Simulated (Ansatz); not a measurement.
BAs in space group P-6m2 (No. 187; B on 1a, As on 1f) at seven volumes, DFT-r²SCAN in the program Ansatz with PAW potentials, shape and atoms relaxed at each. One row is withheld.

```
V (Å³/atom)  P (GPa)
-----------  -------
11.572         13.79
11.953          8.44
12.335          3.88
12.716          0.00
13.098             ?
13.479         -6.04
13.861         -8.50
```

### Question
Fit the shown pressures and predict the withheld one.

### Answer
P = (3/2)B₀(x^(7/2) − x^(5/2))[1 + (3/4)(B′ − 4)(x − 1)] with x = (V₀/V)^(2/3). Least squares on the six rows gives V₀ = 12.718 Å³/atom, B₀ = 119 GPa, B′ = 4.36. At V = 13.098, x = 0.9806 and P = -3.29 GPa. The run itself gave -3.24 GPa.

The cell is a constructed one: a structure type filled with these elements; neither database checked (COD, Materials Project) lists it. It is not the phase usual at ambient conditions (space group No. 216). The r²SCAN relaxation kept the symmetry of its start; whether a distortion lowers the energy is not shown.

Potentials: the later of the program's two PAW sets.
